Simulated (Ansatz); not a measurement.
TiC, DFT, PBEsol, all-electron LAPW, scalar-relativistic (Ansatz 0.2.0), run on 1 thread of Arm Neoverse V1 on a shared host.

The cell comes from COD entry 9012564, which wasn't checked; take it as a given geometry. The listed cell was then made from it by scaling, straining or moving an atom.

Command: `ansatz run input.yaml --threads 1 --pin off --max-ram 3072MiB --backend cpu --events-out ev --progress --plain --runs-dir out`

```yaml
crystal:
  lattice:
    - [0.0, 2.2064421477, 2.2064421477]
    - [2.2064421477, 0.0, 2.2064421477]
    - [2.2064421477, 2.2064421477, 0.0]
  atoms:
    - { symbol: Ti, position: [0.0, 0.0, 0.0] }
    - { symbol: C, position: [0.5, 0.5, 0.5] }
kpoints:
  mp_grid: { grid: [16, 16, 16] }
  band_path:
    path:
      - [0.0, 0.0, 0.0]
      - [0.5, 0.0, 0.5]
      - [0.625, 0.25, 0.625]
      - [0.375, 0.375, 0.75]
      - [0.0, 0.0, 0.0]
      - [0.5, 0.5, 0.5]
      - [0.5, 0.25, 0.75]
      - [0.5, 0.0, 0.5]
    npoints: 5
scf:
  occupations: { method: fermi_dirac, width: 0.03 }
hamiltonian:
  xc: pbesol
  pseudopotentials: { kind: all_electron, lapw: { basis_error: 0.001 } }
output:
  forces: true
  stress: true
  eigenvalues: true
```

Question: How large is the problem that the program sets up?

Answer: 145 irreducible k-points, 259 plane waves at Γ, 16 bands.

Question: Estimate the wall time and the peak memory.

Answer: 21 s of wall time for 9 SCF iterations, with a peak of 0.41 GiB. Times on shared machines scatter by tens of per cent.
